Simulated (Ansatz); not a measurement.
This cell of Al$_{2}$O$_{3}$ (corundum) is off equilibrium:

```
CELL_PARAMETERS angstrom
      2.40441     1.38819     4.37463
     -2.40441     1.38819     4.37463
      0.00000    -2.77638     4.37463
ATOMIC_POSITIONS crystal
  Al 0.35497 0.36123 0.34024
  Al 0.15693 0.15068 0.13595
  Al 0.65068 0.65693 0.63595
  Al 0.86123 0.85497 0.84024
  O  0.55910 0.94675 0.26555
  O  0.24222 0.54095 0.95612
  O  0.92860 0.24222 0.56847
  O  0.44675 0.05910 0.76555
  O  0.74222 0.42860 0.06847
  O  0.04095 0.74222 0.45612
```

These are PBE (plane waves to 420 eV, PAW, scalar-relativistic; Ansatz, a program for electronic structure) values and carry that method's errors. k mesh 8×8×8 (Γ-centred), Fermi-Dirac smearing 0.05 eV. Compression counts positive. Al2O3 was relaxed with its symmetry unable to fall.

Task: Predict the force on every atom, in eV/Å.

Result: 
```
atom      Fx      Fy      Fz
----  ------  ------  ------
Al1    0.158  -1.364  -0.139
Al2   -0.692  -1.622   0.098
Al3    0.692  -1.622   0.098
Al4   -0.158  -1.364  -0.139
O5    -0.359   0.673  -1.628
O6    -0.532   1.046   0.786
O7     0.059   1.268   0.882
O8     0.359   0.673  -1.628
O9    -0.059   1.268   0.882
O10    0.532   1.046   0.786
```

Task: What is the stress tensor (GPa)?

Result: 
```
   2.09     0.00     0.00
   0.00     4.94     0.77
   0.00     0.77     3.36
```
The pressure, a third of the trace, is 3.46 GPa.

(For displaced atoms, the force is minus the slope of the energy, and its curvature is a force constant, which sets phonon frequencies.)
